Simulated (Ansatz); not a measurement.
PbSe:
```cif
data_Pb4Se4
_chemical_formula_sum 'Se4 Pb4'
_space_group_name_H-M_alt 'Fm-3m'
_space_group_IT_number 225
_space_group_name_Hall '-F 4 2 3'
_cell_length_a 6.17773
_cell_length_b 6.17773
_cell_length_c 6.17773
_cell_angle_alpha 90.000
_cell_angle_beta 90.000
_cell_angle_gamma 90.000
loop_
_atom_site_label
_atom_site_type_symbol
_atom_site_symmetry_multiplicity
_atom_site_Wyckoff_symbol
_atom_site_fract_x
_atom_site_fract_y
_atom_site_fract_z
_atom_site_occupancy
Se1 Se 4 a 0.00000 0.00000 0.00000 1
Pb1 Pb 4 b 0.50000 0.50000 0.50000 1
```
(The calculation used a cell of 2 atoms; values per cell refer to that cell.)

Relaxed with r²SCAN. DFT-r²SCAN in the program Ansatz with PAW potentials gives a gap of 0.66 eV.

### Question
What gap does HSE06 give on the same cell (Ansatz, PAW)?

### Answer
0.79 eV, 0.13 eV more. The hybrid was solved on a coarser mesh and at special points; its gap is the smallest among all of these.

```csv
k,v1 r²SCAN,c1 r²SCAN,v1 HSE06,c1 HSE06
Γ,-1.89,4.99,?,?
X,-3.20,4.15,?,?
L,0.00,0.66,0.00,0.79
W,-0.81,2.20,?,?
K,-2.34,3.70,?,?
```

### Question
Top valence (v1) and lowest conduction level (c1) in eV from each method's valence maximum (which need not be a listed point): supply the withheld HSE06 values.

### Answer

- Γ, v1 HSE06: -2.05
- Γ, c1 HSE06: 5.43
- W, v1 HSE06: -0.89
- W, c1 HSE06: 2.44
- X, v1 HSE06: -3.48
- X, c1 HSE06: 4.29
- K, v1 HSE06: -2.52
- K, c1 HSE06: 3.99

Cost on shared cores: the r²SCAN run (SCF on a 8×8×8 mesh, then bands and DOS) very roughly 20 core-seconds, the HSE06 run (SCF on 6×6×6, then a few points) around 120 core-seconds (rough); the tasks are unlike.

The cell was relaxed with r²SCAN under the symmetry of its start; of distortions, only those at the zone centre were tested. Scalar-relativistic: spin–orbit coupling is off unless named, which matters more the heavier the elements.

Potentials: the later of the program's two PAW sets.
